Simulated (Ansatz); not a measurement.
Nb3Sn in space group Fm-3m (No. 225; Sn on 4a, Nb on 4b, Nb on 8c) under volume change, plane-wave PAW PBE (Ansatz code), scaled uniformly.

| V (Å³/atom) | E − E(relaxed) (meV/atom) | P (GPa) |
|---|---|---|
| 17.176 | 90.6 | 18.55 |
| 17.743 | 38.1 | 11.37 |
| 18.309 | 9.0 | 5.24 |
| 18.875 | 0.0 | 0.00 |
| 19.441 | 8.1 | -4.47 |
| 20.008 | 30.9 | -8.29 |
| 20.574 | 66.1 | -11.54 |

Q: What does a third-order Birch–Murnaghan fit give for V₀, B₀ and B′?

A: V₀ = 18.88 Å³/atom, B₀ = 161 GPa, B′ = 4.2.

A made-up cell: these elements were put on the sites of a structure type; neither database checked (COD, Materials Project) lists it. It is not the phase usual at ambient conditions (space group No. 223). The cell was relaxed with PBE under the symmetry of its start; whether a distortion lowers the energy is not shown. No spin polarisation was allowed. Scalar-relativistic: spin–orbit coupling is off unless named, which matters more the heavier the elements.

Potentials: the later of the program's two PAW sets.
